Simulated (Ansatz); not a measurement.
Ansatz (a program for electronic structure) input:

Ansatz 0.2 input:
```yaml
crystal:
  lattice:
    - [0.0, 1.8941104684, 1.8941104684]
    - [1.8941104684, 0.0, 1.8941104684]
    - [1.8941104684, 1.8941104684, 0.0]
  atoms:
    - { symbol: Rh, position: [0.0, 0.0, 0.0] }
kpoints:
  mp_grid: { grid: [39, 39, 39] }
hamiltonian:
  xc: r2scan
  dispersion: d4
  pseudopotentials: { kind: paw }
scf:
  occupations: { method: fermi_dirac, width: 0.1 }
elastic: { mode: relaxed_ion, stencil: two_point, amplitude: 0.005, f_tol: 0.0005 }
```

Output (shortened):

```
Pseudopotentials: kind: paw
Pseudopotential: Rh, paw, valence charge 17
Functional definition: r2SCAN
Crystal: 1 atoms, lattice volume = 13.591 Å³
Basis set: ecut = 500 eV, 331 PW (Γ), exchange–correlation on 80×80×80 points (64 copies of the dense FFT grid, shifted against one another)
Bands: 13, of which v1, the nominal top of the filled ones, is band 9 counted from 1 (8 counted from 0)
Symmetry: 48 space group operations
Space group: Fm-3m (ITA 225), of the structure as read, at distance tolerance 2.4e-5 Å
k-points: 1540 of 59319
PAW frozen core: Rh, regenerated for the run's functional
Initial wavefunctions: pseudopotential atomic-orbital guess
Eigensolver: davidson
Functional: x = r2scan, c = r2scan; τ floored in thin density (d = 2e-4 eV/Å³)
all-band conjugate gradients solve this SCF's bands
SCF 1 converged in 10 iterations: F = -6415.576569 eV  dr2 = 1.41e-15
Crystal: 1 atoms, lattice volume = 13.591 Å³
Initial density: handed on by an earlier stage of this run
Initial wavefunctions: those handed on with the density
SCF 2 converged in 2 iterations: F = -6415.576569 eV  dr2 = 3.41e-16
density extrapolation: transplant  |δρ|_rms = 5.878e-2 e/Å³  SAD shift = 1.113e-2 e/Å³
Crystal: 1 atoms, lattice volume = 13.523 Å³
Symmetry: 16 space group operations
k-points: 4200 of 59319
SCF 3 converged in 10 iterations: F = -6415.575924 eV  dr2 = 4.34e-15
density extrapolation: first-order (α = -2.000)  |δρ|_rms = 5.878e-2 e/Å³  SAD shift = 1.104e-2 e/Å³
Crystal: 1 atoms, lattice volume = 13.659 Å³
SCF 4 converged in 8 iterations: F = -6415.576240 eV  dr2 = 8.72e-14
density extrapolation: transplant  |δρ|_rms = 5.878e-2 e/Å³  SAD shift = 6.254e-3 e/Å³
Crystal: 1 atoms, lattice volume = 13.591 Å³
Symmetry: 8 space group operations
k-points: 8000 of 59319
SCF 5 converged in 10 iterations: F = -6415.576353 eV  dr2 = 1.96e-16
density extrapolation: first-order (α = -2.000)  |δρ|_rms = 5.878e-2 e/Å³  SAD shift = 6.254e-3 e/Å³
Crystal: 1 atoms, lattice volume = 13.591 Å³
SCF 6 converged in 6 iterations: F = -6415.576353 eV  dr2 = 1.08e-14
SCF converged after 2 iterations
Free energy (F): -6415.576569 eV
Harris-Foulkes:  -6415.576569 eV  (|F-HF|=0.00e0)
Internal energy: -6415.535263 eV  (E = F + TS)
E sigma→0 (E₀):  -6415.555916 eV
Entropy (-TS):   -0.041306 eV (-41.306 meV/atom)
Fermi energy:    22.532207 eV
--- Per-component energies (eV) ---
  E_band       = -97.492590
  E_kinetic    = 573.595518
  E_local      = -1550.042296  (includes V_loc(G=0)·N_el)
  E_nonlocal   = 355.371450
  E_hartree    = 545.722397
  E_xc         = -216.978362
  E_vxc        = -314.377240  (∫ρ·V_xc dr)
  E_paw        = -3604.232499  (= ΣΔE_a)
  E_vpaw       = -274.748272  (= ΣTr[D̂ρ^β])
  E_aug_tail   = 0.000664  (compensation charges beyond the density's cutoff)
  E_vtau       = 21.262793  (kinetic-family band-sum trace: ∫τ·v_τ [+ j·A + Jᵃ·Aᵃ] dr)
  E_ewald      = -2518.318305
  E_disp       = -0.283871  (pairwise vdW)
  E_core_change = -0.369959  (= ΣΔE_core)
  E_smearing   = -0.041306  (= −TS)
  E_closure    =  0.000000  (closes the sum)
  Σ components = -6415.576569   (vs F -6415.576569, Δ=0.00e0)
--- Forces (eV/Å), atoms counted from 1 ---
  atom   1  Rh     0.00000000     0.00000000     0.00000000
  max |Σ_I F_I| component: 0.0 eV/Å
--- Stress (GPa, compression-positive) ---
        0.358712       0.000000       0.000000
        0.000000       0.358712       0.000000
        0.000000       0.000000       0.358712
  P = ⅓ Tr σ = 0.3587 GPa (3.587 kbar)
  The stress holds the Pulay correction. Without it, at fixed plane waves, as pw.x and ABINIT print it: P = 0.3232 GPa
  The stress includes an estimate of the error left by incomplete SCF convergence (largest component  0.0000 GPa …
--- Band table (eV; the first three rows and the last of 1540) ---
  k-point 0: bands = ["-58.6359", "-25.2576", "-25.2576", "-25.2576", "14.3047", "19.3158", "19.3158", "19.3158", "21.4498", "21.4498", "39.0046", "44.7035", "44.7035"]
  k-point 1: bands = ["-58.6351", "-25.2630", "-25.2583", "-25.2583", "14.3329", "19.3028", "19.3271", "19.3271", "21.4433", "21.4433", "39.0457", "44.5467", "44.7443"]
  k-point 2: bands = ["-58.6326", "-25.2791", "-25.2604", "-25.2604", "14.4168", "19.2653", "19.3601", "19.3601", "21.4250", "21.4250", "39.1665", "44.1238", "44.8657"]
  k-point 1539: bands = ["-58.4640", "-25.7970", "-25.7800", "-25.5603", "17.2577", "18.4384", "18.6669", "21.2438", "23.6001", "32.5856", "32.7990", "34.6048", "35.9830"]
  band table: 13 of 13 bands, residual norms ≤ 1.0e-3 eV
--- Elastic constants: 2 strain directions × 2 members + reference (group order 48) ---
  dense FFT box of the reference and of every strained cell: 20×20×20
  strains applied: 11, 23; error gains: componentwise 1.00 (the most a stress slope's error grows in a printed constant), spectral 1.73 (1 for all six strains …
  pairwise dispersion correction: d4 (s6 = 1.0, s8 = 0.6018749, s9 = 1.0, a1 = 0.51559235, a2_bohr = 5.77342911), with the weights of each atom's references …
  C = ∂σ_k/∂η_j (tension-positive GPa; Voigt order 11 22 33 23 13 12):
       459.261    207.647    207.647      0.000      0.000      0.000
       207.647    459.261    207.647      0.000      0.000      0.000
       207.647    207.647    459.261      0.000      0.000      0.000
         0.000      0.000      0.000    203.450      0.000      0.000
         0.000      0.000      0.000      0.000    203.450      0.000
         0.000      0.000      0.000      0.000      0.000    203.450
  reference stress σ⁰ (GPa):     -0.359     -0.359     -0.359      0.000      0.000      0.000
  moduli (Voigt/Reuss/Hill, GPa): K = 291.52/291.52/291.52   G = 172.39/163.17/167.78   E = 422.32   ν = 0.259
  mechanically stable: yes (min eigenvalue of sym C = 203.45 GPa)
  strain η (Voigt 11):  stress-route row diagonal C_11 = 459.26 GPa, energy-path curvature d²(F+E_count+ΔE)/dδ²/Ω₀ = 459.25 GPa
         δ    σ_11 (GPa)             F (eV)   n_scf  n_hpsi   n_pw
    -5.000e-3      -2.6920       -6415.5759240      10  1259544    356   relax 0 steps, max|allowed force component| 0.00e0 eV/Å
     5.000e-3       1.9007       -6415.5762395       8  1106441    360   relax 0 steps, max|allowed force component| 0.00e0 eV/Å
  strain η (Voigt 23):  stress-route row diagonal C_44 = 203.45 GPa, energy-path curvature d²(F+E_count+ΔE)/dδ²/Ω₀ = 203.64 GPa
         δ    σ_23 (GPa)             F (eV)   n_scf  n_hpsi   n_pw
    -5.000e-3      -1.0172       -6415.5763529      10  2311376    360   relax 0 steps, max|allowed force component| 0.00e0 eV/Å
     5.000e-3       1.0172       -6415.5763529       6  1767205    360   relax 0 steps, max|allowed force component| 0.00e0 eV/Å
```

Cost: around 12 core-minutes (rough) on shared cores.

The r²SCAN+D4 relaxation kept the symmetry of its start. The run is not spin-polarised. The pairwise dispersion correction was not fitted to metals. As this level gives no gap, shear constants depend on the k-mesh and smearing (Fermi–Dirac, 0.1 eV here). On the denser mesh and wider smearing of the elastic run this cell carries a stress of 0.4 GPa. Scalar-relativistic: spin–orbit coupling is off unless named, which matters more the heavier the elements.

Potentials: the later of the program's two PAW sets.

Ansatz is a plane-wave DFT program.
